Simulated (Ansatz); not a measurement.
In the program Ansatz at the r²SCAN level (PAW), B₂CO in the chalcopyrite structure (I-42d) relaxes to a = 3.707 Å, c = 7.471 Å. C has 4 nearest neighbours from 1.57 Å (tetrahedral); O has 4 nearest neighbours from 1.66 Å (tetrahedral); B has 4 nearest neighbours from 1.57 Å (tetrahedral). Against the elements it lies at -0.94 eV/atom, with no fitted shifts.

The Kohn–Sham gap is 3.47 eV (indirect). The valence maximum lies on the Γ–X line, 30 % of the way from Γ and the conduction minimum on the Γ–M line, 85 % of the way from Γ (2 equivalent valleys). HSE06 on the same cell gives 4.22 eV. The electron mass is 0.44 mₑ (isotropic). The hole mass is 0.32, 0.78, 12 mₑ (principal values).

An equation-of-state fit gives a bulk modulus of 296 GPa. The relaxed-ion elastic constants in GPa are C11 = 590, C12 = 164, C13 = 129, C33 = 640, C44 = 241, C66 = 180. The elastic constants imply a Debye temperature near 1480 K. Bader charges are C -2.64, O -1.57, B +2.11 e.

The start of the workflow was typed in or built on a structure type; neither database checked (COD, Materials Project) lists it. Whether it is the stable phase at ambient conditions was not checked. The r²SCAN relaxation kept the symmetry of its start; its stability against distortions is not shown here. The references are the lowest solids computed at this level, not always the standard phases (solids in place of the gases).

Potentials: the earlier of the program's two PAW sets. The files were generated under PBE; for other functionals the program regenerates the frozen cores, and for LDA and PBEsol the local potential too.
